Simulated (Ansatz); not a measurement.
Input, command and steps of an Ansatz relaxation.

```yaml
crystal:
  lattice:
    - [0.0, 4.2692932265, 4.2692932265]
    - [4.2692932265, 0.0, 4.2692932265]
    - [4.2692932265, 4.2692932265, 0.0]
  atoms:
    - { symbol: Na, position: [0.0, 0.0, 0.0] }
    - { symbol: Na, position: [0.25, 0.25, 0.25] }
    - { symbol: Ca, position: [0.625, 0.625, 0.625] }
    - { symbol: Ca, position: [0.125, 0.625, 0.625] }
    - { symbol: Ca, position: [0.625, 0.625, 0.125] }
    - { symbol: Ca, position: [0.625, 0.125, 0.625] }
basis:
  ecutwfc: 420
kpoints:
  mp_grid: { grid: [4, 4, 4] }
hamiltonian:
  xc: pbe
scf:
  occupations: { method: gaussian, width: 0.1 }
  lower_state_search: "off"
output:
  forces: true
  stress: true
  eigenvalues: true
relax:
  adjacent_minimum: "off"
  f_tol: 0.04
  max_steps: 70
  cell: { stress_tol: 0.4 }
```

```bash
ansatz run input.yaml --threads 1 --pin off --max-ram 2560MiB --backend cpu --events-out ev --progress --plain --runs-dir out
```

These are results of Ansatz, DFT PBE, scalar-relativistic, plane waves, PAW, not measurements.

Of 8 frames 7 are shown, positions in Å and forces in eV/Å; the SCF threshold varies from step to step. Steps run on the plane waves of an earlier cell, with a Pulay correction in the pressure. The basis is chosen afresh for the last frame, the zero of the energies, and at times for earlier ones too; energy and pressure step there, also at an unchanged geometry. Here that happened at step 6 (-27 meV/atom, 1.0 GPa); the frames before carry an error of that size.

```xyz
6
Lattice="0.0000 4.2693 4.2693 4.2693 0.0000 4.2693 4.2693 4.2693 0.0000" Properties=species:S:1:pos:R:3:forces:R:3 pbc="T T T" step=1 free_energy_over_end_meV_per_atom=684.62 pressure_GPa=15.58
Na    0.0000    0.0000    0.0000    0.0000    0.0000    0.0000
Na    2.1346    2.1346    2.1346    0.0000    0.0000    0.0000
Ca    5.3366    5.3366    5.3366    0.0000    0.0000    0.0000
Ca    5.3366    3.2020    3.2020    0.0000    0.0000    0.0000
Ca    3.2020    3.2020    5.3366    0.0000    0.0000    0.0000
Ca    3.2020    5.3366    3.2020    0.0000    0.0000    0.0000
6
Lattice="0.0000 4.4774 4.4774 4.4774 0.0000 4.4774 4.4774 4.4774 0.0000" Properties=species:S:1:pos:R:3:forces:R:3 pbc="T T T" step=2 free_energy_over_end_meV_per_atom=377.14 pressure_GPa=9.63
Na    0.0000    0.0000    0.0000    0.0000    0.0000    0.0000
Na    2.2387    2.2387    2.2387    0.0000    0.0000    0.0000
Ca    5.5968    5.5968    5.5968    0.0000    0.0000    0.0000
Ca    5.5968    3.3581    3.3581    0.0000    0.0000    0.0000
Ca    3.3581    3.3581    5.5968    0.0000    0.0000    0.0000
Ca    3.3581    5.5968    3.3581    0.0000    0.0000    0.0000
6
Lattice="0.0000 4.6855 4.6855 4.6855 0.0000 4.6855 4.6855 4.6855 0.0000" Properties=species:S:1:pos:R:3:forces:R:3 pbc="T T T" step=3 free_energy_over_end_meV_per_atom=175.87 pressure_GPa=5.42
Na    0.0000    0.0000    0.0000    0.0000    0.0000    0.0000
Na    2.3428    2.3428    2.3428    0.0000    0.0000    0.0000
Ca    5.8569    5.8569    5.8569    0.0000    0.0000    0.0000
Ca    5.8569    3.5142    3.5142    0.0000    0.0000    0.0000
Ca    3.5142    3.5142    5.8569    0.0000    0.0000    0.0000
Ca    3.5142    5.8569    3.5142    0.0000    0.0000    0.0000
6
Lattice="0.0000 4.8990 4.8990 4.8990 0.0000 4.8990 4.8990 4.8990 0.0000" Properties=species:S:1:pos:R:3:forces:R:3 pbc="T T T" step=4 free_energy_over_end_meV_per_atom=62.92 pressure_GPa=2.16
Na    0.0000    0.0000    0.0000    0.0000    0.0000    0.0000
Na    2.4495    2.4495    2.4495    0.0000    0.0000    0.0000
Ca    6.1238    6.1238    6.1238    0.0000    0.0000    0.0000
Ca    6.1238    3.6743    3.6743    0.0000    0.0000    0.0000
Ca    3.6743    3.6743    6.1238    0.0000    0.0000    0.0000
Ca    3.6743    6.1238    3.6743    0.0000    0.0000    0.0000
6
Lattice="0.0000 5.0637 5.0637 5.0637 0.0000 5.0637 5.0637 5.0637 0.0000" Properties=species:S:1:pos:R:3:forces:R:3 pbc="T T T" step=5 free_energy_over_end_meV_per_atom=36.20 pressure_GPa=-0.02
Na    0.0000    0.0000    0.0000    0.0000    0.0000    0.0000
Na    2.5318    2.5318    2.5318    0.0000    0.0000    0.0000
Ca    6.3296    6.3296    6.3296    0.0000    0.0000    0.0000
Ca    6.3296    3.7978    3.7978    0.0000    0.0000    0.0000
Ca    3.7978    3.7978    6.3296    0.0000    0.0000    0.0000
Ca    3.7978    6.3296    3.7978    0.0000    0.0000    0.0000
6
Lattice="0.0000 5.0637 5.0637 5.0637 0.0000 5.0637 5.0637 5.0637 0.0000" Properties=species:S:1:pos:R:3:forces:R:3 pbc="T T T" step=6 free_energy_over_end_meV_per_atom=8.76 pressure_GPa=1.00
Na    0.0000    0.0000    0.0000    0.0000    0.0000    0.0000
Na    2.5318    2.5318    2.5318    0.0000    0.0000    0.0000
Ca    6.3296    6.3296    6.3296    0.0000    0.0000    0.0000
Ca    6.3296    3.7978    3.7978    0.0000    0.0000    0.0000
Ca    3.7978    3.7978    6.3296    0.0000    0.0000    0.0000
Ca    3.7978    6.3296    3.7978    0.0000    0.0000    0.0000
6
Lattice="0.0000 5.1441 5.1441 5.1441 0.0000 5.1441 5.1441 5.1441 0.0000" Properties=species:S:1:pos:R:3:forces:R:3 pbc="T T T" step=8 free_energy_over_end_meV_per_atom=0.00 pressure_GPa=0.37
Na    0.0000    0.0000    0.0000    0.0000    0.0000    0.0000
Na    2.5720    2.5720    2.5720    0.0000    0.0000    0.0000
Ca    6.4301    6.4301    6.4301    0.0000    0.0000    0.0000
Ca    6.4301    3.8581    3.8581    0.0000    0.0000    0.0000
Ca    3.8581    3.8581    6.4301    0.0000    0.0000    0.0000
Ca    3.8581    6.4301    3.8581    0.0000    0.0000    0.0000
```

The start puts this composition into another compound's structure type, which needn't suit it. The cell swells from 25.9 to 45.4 Å³ an atom, so the end can be far from any stable crystal. At the end the space group is Fd-3m (tolerance 0.05 Å).

The run took 23 s on 1 thread of Arm Neoverse V2, with other jobs on the host, peak memory 0.45 GiB.

The k mesh is coarse.